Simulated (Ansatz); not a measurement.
CoSi₂ in space group Fddd (No. 70; Si on 16f, Co on 8a) at seven volumes, the program Ansatz at the PBE level (PAW), shape and atoms relaxed at each. One row is withheld.

```
V (Å³/atom)  P (GPa)
-----------  -------
10.896         19.90
11.255         12.10
11.614             ?
11.974          0.01
12.333         -4.62
12.692         -8.48
13.051        -11.70
```

Fit the shown pressures and predict the withheld one.

P = (3/2)B₀(x^(7/2) − x^(5/2))[1 + (3/4)(B′ − 4)(x − 1)] with x = (V₀/V)^(2/3). Least squares on the six rows gives V₀ = 11.974 Å³/atom, B₀ = 168 GPa, B′ = 4.86. At V = 11.614, x = 1.0206 and P = 5.52 GPa. The run itself gave 5.53 GPa.

The cell is a constructed one: a structure type filled with these elements; neither database checked (COD, Materials Project) lists it. It is not the phase usual at ambient conditions (space group No. 225). The PBE relaxation kept the symmetry of its start; its stability against distortions is not shown here. The workflow began spin-polarised and lost its moments.

Potentials: the later of the program's two PAW sets.
